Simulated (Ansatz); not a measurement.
TaN:
```yaml
crystal:
  lattice:
    - [0.00000, 2.17419, 2.17419]
    - [2.17419, 0.00000, 2.17419]
    - [2.17419, 2.17419, 0.00000]
  atoms:
    - { symbol: N, position: [0.00000, 0.00000, 0.00000] }
    - { symbol: Ta, position: [0.50000, 0.50000, 0.50000] }
```

Relaxed with LDA. Special points in fractions of this cell's reciprocal vectors: Γ (0.000, 0.000, 0.000); X (0.500, 0.000, 0.500); U (0.625, 0.250, 0.625); K (0.375, 0.375, 0.750); L (0.500, 0.500, 0.500); W (0.500, 0.250, 0.750).

List the band energies nearest the Fermi level at these points for the program Ansatz at the LDA level (PAW).

In eV from the Fermi level; about four levels below and three above (degenerate sets whole), none deeper than 8.9 eV; … stands for higher levels left out; points with the same levels are listed once.

```tsv
k	below	above
Γ	-3.87 -3.87 -3.87 -2.21 -2.21 -2.21	…
X	-6.63 -5.69 -4.65 -4.65	2.18 3.74 3.74
U	-7.84 -6.85 -6.31 -2.30	2.58 2.68 4.91
L	-7.82 -7.82	1.99 1.99 2.09
W	-6.86 -6.86 -0.19 -0.19	3.75 4.40 …
```

Space group Fm-3m (rock salt). The LDA relaxation kept the symmetry of its start; of distortions, only those at the zone centre were tested. No spin polarisation was allowed. Spin–orbit coupling is left out wherever it is not named.

Potentials: the later of the program's two PAW sets.
